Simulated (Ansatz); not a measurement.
Relaxed candidate structures of Si2Mo:

A. I4/mmm (No. 139), tI6; a = 3.2017 Å, b = 3.2017 Å, c = 7.8186 Å, α = 90.00°, β = 90.00°, γ = 90.00°; Mo 2a (0.000, 0.000, 0.000); Si 4e (0.000, 0.000, 0.335)

B. Cmcm (No. 63), oS12, AFLOW prototype A2B_oC12_63_2c_c (C49, as in ZrSi2); a = 3.443 Å, b = 15.012 Å, c = 3.390 Å, α = 90.00°, β = 90.00°, γ = 90.00°; Si 4c (0.000, 0.059, 0.250); Si 4c (0.000, 0.249, 0.750); Mo 4c (0.000, 0.374, 0.250)

C. C2/m (No. 12), mS6; a = 4.9344 Å, b = 4.8683 Å, c = 4.8057 Å, α = γ = 90.00°, β = 107.98°; Mo 2c (0.500, 0.500, 0.500); Si 2d (0.000, 0.500, 0.500); Si 2a (0.000, 0.000, 0.000)

D. Fddd, origin choice 1 (No. 70), oF24, AFLOW prototype A2B_oF24_70_e_a (C54, as in TiSi2); a = 4.576 Å, b = 7.989 Å, c = 8.734 Å, α = 90.00°, β = 90.00°, γ = 90.00°; Si 16f (0.000, 0.336, 0.000); Mo 8a (0.000, 0.000, 0.000)

Problem. Put the candidates in order of energy per atom, lowest first, for r2SCAN (plane waves to 500 eV, PAW, scalar-relativistic; Ansatz, a quantum-chemistry and plane-wave program).

Solution. A (reference, the lowest among the structures calculated here), D (+0.09 eV/atom), B (+0.38 eV/atom), C (+0.93 eV/atom)

Each run could gain symmetry but not lose that of its start, so entries can be saddle points. From databases, or of a type measured for this composition: I4/mmm, tI6; the others are generated cells (placed on structure types, drawn at random, substituted or restacked) that were not matched to a known phase here. Energies are at zero temperature and pressure, without zero-point motion. No spin polarisation in the result.
